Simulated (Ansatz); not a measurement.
Sn$_{2}$GeTe$_{3}$ in space group P-3m1 (No. 164; Sn on 2d, Ge on 1b, Te on 2d, Te on 1a) at seven volumes, the program Ansatz at the LDA level (PAW), shape and atoms relaxed at each. One row is withheld.

```tsv
V (Å³/atom)	P (GPa)
25.937	6.16
26.793	3.82
27.648	1.77
28.503	0.03
29.358	-1.45
30.213	-2.70
31.068	?
```

**Question.** Fit the shown pressures and predict the withheld one.

**Answer.** P = (3/2)B₀(x^(7/2) − x^(5/2))[1 + (3/4)(B′ − 4)(x − 1)] with x = (V₀/V)^(2/3). Least squares on the six rows gives V₀ = 28.525 Å³/atom, B₀ = 53.2 GPa, B′ = 4.18. At V = 31.068, x = 0.9447 and P = -3.80 GPa. The run itself gave -3.78 GPa.

The workflow started from a Materials Project entry (that database holds measured and hypothetical structures alike); the Crystallography Open Database copy checked does not list it. With Sn and Ge taken as one species the cell has the higher symmetry Fm-3m, so it may be an ordered model of a mixed-site phase. Its standing as an ambient phase is unchecked. The cell was relaxed with LDA under the symmetry of its start; of distortions, only those at the zone centre were tested, and some modes there are weakly imaginary. Scalar-relativistic: spin–orbit coupling is off unless named, which matters more the heavier the elements.

Potentials: the later of the program's two PAW sets.
